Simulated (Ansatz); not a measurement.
Given:

Starting cell, Ta₂Se (space group P4/nmm):

```
Ta2Se
1.0
    3.33302     0.00000     0.00000
    0.00000     3.33302     0.00000
    0.00000     0.00000     9.70834
Ta Se
4 2
Cartesian
  1.66651   0.00000   7.34351
  0.00000   1.66651   2.36483
  0.00000   1.66651   8.96394
  1.66651   0.00000   0.74440
  0.00000   1.66651   6.15273
  1.66651   0.00000   3.55560
```

The atoms are displaced by Q × the pattern below (from a DFPT mode at Γ, largest move 1; Q in Å), at fixed cell. It is one choice among 2 degenerate patterns.

```csv
atom,x,y,z
Ta1,0.000,0.731,0.000
Ta2,0.000,0.731,0.000
Ta3,0.000,-1.000,0.000
Ta4,0.000,-1.000,0.000
Se5,0.000,0.616,0.000
Se6,0.000,0.616,0.000
```

All values below come from LDA (plane waves to 420 eV, PAW, scalar-relativistic; Ansatz, a program for electronic structure). k mesh 14×14×5 (Γ-centred), Fermi-Dirac smearing 0.05 eV. E stands for the smeared free energy. With partly filled bands, energies and forces of such displacements shift with the k mesh and the smearing. Spin-orbit coupling is left out, though Ta is heavy. Ta2Se is run without spin polarisation. Ta2Se was relaxed with its symmetry unable to fall. The zero of ΔE is the undisplaced structure.

The scan covers Q from -0.100 to 0.100 Å in 13 points.

### Question
Is the energy the same for equal positive and negative displacements?

### Answer
Even: the same for both signs.

### Question
Which space group does the distorted structure have?

### Answer
Pmn2_1 (No. 31), lowered from P4/nmm.

### Question
What is the energy change at Q = 0.100 Å?

### Answer
97 meV/cell.

### Question
What harmonic wavenumber does the curvature at Q = 0 give?

### Answer
91 cm⁻¹.

(A displaced cell: forces are minus the slopes of the energy, force constants its curvatures, and phonons follow from these.)
